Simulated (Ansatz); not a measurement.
## Relaxation path: rocksalt TaN (100), 2 layers

DFT, PBE, PAW with Ansatz's default frozen-core files, scalar-relativistic (Ansatz 0.2.0); a Γ-centred 13×13×1 k mesh, Fermi–Dirac smearing of 0.08 eV, no spin polarisation. The run relaxes the atoms in the fixed cell.

Command: `ansatz run input.yaml --threads 1 --pin off --max-ram 3584MiB --backend cpu --events-out ev --progress --plain --runs-dir out` It took 28 s on 1 thread of Intel(R) Xeon(R) 6975P-C (Granite Rapids), with other jobs on the host, peak memory 0.45 GiB.

```yaml
crystal:
  lattice:
    - [3.1233934579, 0.0, 0.0]
    - [0.0, 3.1233934579, 0.0]
    - [0.0, 0.0, 18.2086]
  atoms:
    - { symbol: Ta, position: [0.0, 0.0, 0.4393535831] }
    - { symbol: "N", position: [0.5, 0.5, 0.4393535831] }
    - { symbol: Ta, position: [0.5, 0.5, 0.5606464169] }
    - { symbol: "N", position: [0.0, 0.0, 0.5606464169] }
kpoints:
  mp_grid: { grid: [13, 13, 1] }
scf:
  occupations: { method: fermi_dirac, width: 0.08 }
hamiltonian:
  xc: pbe
  pseudopotentials: { kind: paw }
output:
  forces: true
  stress: true
  eigenvalues: true
relax:
  f_tol: 0.01
  max_steps: 40
efield:
  axis: 3
  amplitude: 0
  dipole_correction: true
```

Each step lists its free energy a cell above the last geometry, and Cartesian positions (Å) with forces (eV/Å).

The first step:

```
step 1  dF = 402.23 meV
  Ta 0.0000 0.0000 8.0000   0.0000 0.0000 1.9371
  N 1.5617 1.5617 8.0000   0.0000 0.0000 -0.6286
  Ta 1.5617 1.5617 10.2086   0.0000 0.0000 -1.9371
  N 0.0000 0.0000 10.2086   0.0000 0.0000 0.6286
```

Spin–orbit coupling is left out, which matters for the heavy atoms.

Question: Where does the relaxation end, and by which steps?

Answer: After 5 geometries, with a shortest distance of 2.209 Å. The further steps:
```
step 2  dF = 99.25 meV
  Ta 0.0000 0.0000 8.1931   0.0000 0.0000 -1.6365
  N 1.5617 1.5617 7.8739   0.0000 0.0000 -0.2795
  Ta 1.5617 1.5617 10.0155   0.0000 0.0000 1.6365
  N 0.0000 0.0000 10.3347   0.0000 0.0000 0.2795
step 3  dF = 10.20 meV
  Ta 0.0000 0.0000 8.1270   0.0000 0.0000 -0.0229
  N 1.5617 1.5617 7.9023   0.0000 0.0000 -0.3178
  Ta 1.5617 1.5617 10.0816   0.0000 0.0000 0.0229
  N 0.0000 0.0000 10.3063   0.0000 0.0000 0.3178
step 4  dF = 0.26 meV
  Ta 0.0000 0.0000 8.1267   0.0000 0.0000 0.0744
  N 1.5617 1.5617 7.8696   0.0000 0.0000 0.0056
  Ta 1.5617 1.5617 10.0819   0.0000 0.0000 -0.0744
  N 0.0000 0.0000 10.3390   0.0000 0.0000 -0.0056
step 5  dF = 0.00 meV
  Ta 0.0000 0.0000 8.1300   0.0000 0.0000 0.0041
  N 1.5617 1.5617 7.8695   0.0000 0.0000 0.0012
  Ta 1.5617 1.5617 10.0786   0.0000 0.0000 -0.0041
  N 0.0000 0.0000 10.3391   0.0000 0.0000 -0.0012
step 6  dF = 0.00 meV  (same geometry, solved once more)
  Ta 0.0000 0.0000 8.1300   0.0000 0.0000 0.0039
  N 1.5617 1.5617 7.8695   0.0000 0.0000 0.0011
  Ta 1.5617 1.5617 10.0786   0.0000 0.0000 -0.0039
  N 0.0000 0.0000 10.3391   0.0000 0.0000 -0.0011
```
